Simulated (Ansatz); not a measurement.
Li$_{2}$SiS$_{3}$: computed properties

Level of theory: DFT PBE, scalar-relativistic, plane waves, PAW in Ansatz.

Cutoff 420 eV; k points 12×12×10 on the computed 6-atom cell (Γ-centred); Gaussian smearing, width 0.10 eV; no spin polarisation.

The structure is relaxed at this level of theory with its symmetry kept, and needn't be the ground state of this composition.

```yaml
crystal:
  lattice:
    - [5.60748, 0.00000, 0.00000]
    - [-2.80374, 4.85622, 0.00000]
    - [0.00000, 0.00000, 3.83331]
  atoms:
    - { symbol: Li, position: [0.33333, 0.66667, 0.00000] }
    - { symbol: Li, position: [0.66667, 0.33333, 0.00000] }
    - { symbol: Si, position: [0.00000, 0.00000, 0.50000] }
    - { symbol: S, position: [0.50000, 0.00000, 0.50000] }
    - { symbol: S, position: [0.00000, 0.50000, 0.50000] }
    - { symbol: S, position: [0.50000, 0.50000, 0.50000] }
```

```json
{
  "Space group": "P6/mmm (No. 191)",
  "Volume per atom": "17.40 Å³",
  "Formation energy from the elements' standard states (uncorrected)": "-0.172 eV/atom",
  "Kohn–Sham band gap": "none (metal)",
  "Density of states at the Fermi level": "2.3 states/eV per cell",
  "Orbital (Löwdin) character within 0.5 eV of the Fermi level": "S 3p 64 %, Si 3p 30 %",
  "Bader charge by site (e)": "Li (2 in the cell) 0.88, Si (1 in the cell) 0.58, S (3 in the cell) -0.78"
}
```

The cell was found from a structure generator's guess, not taken from experiment. Löwdin shares on free-atom orbitals overweight diffuse shells.
